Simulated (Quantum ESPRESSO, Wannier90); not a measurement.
# Tight-binding from DFT: GaSb (zinc blende)

Structure: Materials Project mp-1156, symmetrised, not relaxed again. COD (Crystallography Open Database) has an entry of this formula and space group (matched by these alone). Method: PBE plane waves in Quantum ESPRESSO 7.5 (PseudoDojo norm-conserving files, 64 Ry, no spin polarisation, no spin-orbit coupling), Bloch states on a 10×10×10 mesh through Γ, Wannier90 4.0.1. Density: 10×10×10 mesh, Gaussian smearing 0.01 Ry. Spin-orbit coupling is left out although heavy elements are present.

Input w.win:

```
num_bands = 15
num_wann = 8
exclude_bands = 1-10
num_iter = 0
conv_tol = 1.0e-6
conv_window = 4
dis_num_iter = 1000
dis_conv_tol = 1.0e-6
dis_froz_max = 9.76
write_hr = true
write_u_matrices = true
begin projections
Ga: s;p
Sb: s;p
end projections
begin unit_cell_cart
ang
    0.0000000000    3.0686050000    3.0686050000
    3.0686050000    0.0000000000    3.0686050000
    3.0686050000    3.0686050000    0.0000000000
end unit_cell_cart
begin atoms_frac
Ga   0.0000000000  0.0000000000  0.0000000000
Sb   0.2500000000  0.2500000000  0.2500000000
end atoms_frac
mp_grid = 10 10 10
begin kpoints
0.0000000000 0.0000000000 0.0000000000
0.0000000000 0.0000000000 0.1000000000
0.0000000000 0.0000000000 0.2000000000
... (997 more lines: the 10x10x10 mesh through Gamma)
end kpoints
```

On the energy scale of pw.x, whose zero is arbitrary, the Fermi level lies at 8.26 eV. Lines of w_hr.dat (R1 R2 R3 m n Re Im, eV) for R = 0 and one of the shortest lattice vectors, rounded to 0.01 eV, lines under 0.02 eV left out; orbitals in order: Ga1 s, Ga1 pz, Ga1 px, Ga1 py, Sb2 s, Sb2 pz, Sb2 px, Sb2 py.

```
    0    0    0    1    1     4.50     0.00
    0    0    0    5    1    -1.33     0.00
    0    0    0    6    1     1.17     0.00
    0    0    0    7    1     1.17     0.00
    0    0    0    8    1     1.17     0.00
    0    0    0    2    2    10.69     0.00
    0    0    0    5    2    -1.24     0.00
    0    0    0    6    2     0.10     0.00
    0    0    0    7    2     1.21     0.00
    0    0    0    8    2     1.21     0.00
    0    0    0    3    3    10.69     0.00
    0    0    0    5    3    -1.24     0.00
    0    0    0    6    3     1.21     0.00
    0    0    0    7    3     0.10     0.00
    0    0    0    8    3     1.21     0.00
    0    0    0    4    4    10.69     0.00
    0    0    0    5    4    -1.24     0.00
    0    0    0    6    4     1.21     0.00
    0    0    0    7    4     1.21     0.00
    0    0    0    8    4     0.10     0.00
    0    0    0    1    5    -1.33     0.00
    0    0    0    2    5    -1.24     0.00
    0    0    0    3    5    -1.24     0.00
    0    0    0    4    5    -1.24     0.00
    0    0    0    5    5     1.26     0.00
    0    0    0    1    6     1.17     0.00
    0    0    0    2    6     0.10     0.00
    0    0    0    3    6     1.21     0.00
    0    0    0    4    6     1.21     0.00
    0    0    0    6    6     8.88     0.00
    0    0    0    1    7     1.17     0.00
    0    0    0    2    7     1.21     0.00
    0    0    0    3    7     0.10     0.00
    0    0    0    4    7     1.21     0.00
    0    0    0    7    7     8.88     0.00
    0    0    0    1    8     1.17     0.00
    0    0    0    2    8     1.21     0.00
    0    0    0    3    8     1.21     0.00
    0    0    0    4    8     0.10     0.00
    0    0    0    8    8     8.88     0.00
   -1    0    0    1    1    -0.02     0.00
   -1    0    0    3    1    -0.10     0.00
   -1    0    0    6    1     0.04     0.00
   -1    0    0    7    1    -0.06     0.00
   -1    0    0    8    1     0.04     0.00
   -1    0    0    2    2     0.13     0.00
   -1    0    0    3    2     0.08     0.00
   -1    0    0    5    2    -0.03     0.00
   -1    0    0    6    2     0.06     0.00
   -1    0    0    7    2    -0.03     0.00
   -1    0    0    8    2     0.08     0.00
   -1    0    0    1    3    -0.10     0.00
   -1    0    0    2    3    -0.08     0.00
   -1    0    0    3    3    -0.34     0.00
   -1    0    0    4    3    -0.08     0.00
   -1    0    0    5    3     0.05     0.00
   -1    0    0    7    3    -0.07     0.00
   -1    0    0    3    4     0.08     0.00
   -1    0    0    4    4     0.13     0.00
   -1    0    0    5    4    -0.03     0.00
   -1    0    0    6    4     0.08     0.00
   -1    0    0    7    4    -0.03     0.00
   -1    0    0    8    4     0.06     0.00
   -1    0    0    1    5    -1.33     0.00
   -1    0    0    2    5     1.24     0.00
   -1    0    0    3    5    -1.24     0.00
   -1    0    0    4    5     1.24     0.00
   -1    0    0    5    5    -0.03     0.00
   -1    0    0    7    5     0.09     0.00
   -1    0    0    1    6    -1.17     0.00
   -1    0    0    2    6     0.10     0.00
   -1    0    0    3    6    -1.21     0.00
   -1    0    0    4    6     1.21     0.00
   -1    0    0    6    6     0.13     0.00
   -1    0    0    7    6    -0.07     0.00
   -1    0    0    1    7     1.17     0.00
   -1    0    0    2    7    -1.21     0.00
   -1    0    0    3    7     0.10     0.00
   -1    0    0    4    7    -1.21     0.00
   -1    0    0    5    7     0.09     0.00
   -1    0    0    6    7     0.07     0.00
   -1    0    0    7    7    -0.30     0.00
   -1    0    0    8    7     0.07     0.00
   -1    0    0    1    8    -1.17     0.00
   -1    0    0    2    8     1.21     0.00
   -1    0    0    3    8    -1.21     0.00
   -1    0    0    4    8     0.10     0.00
   -1    0    0    7    8    -0.07     0.00
   -1    0    0    8    8     0.13     0.00
```
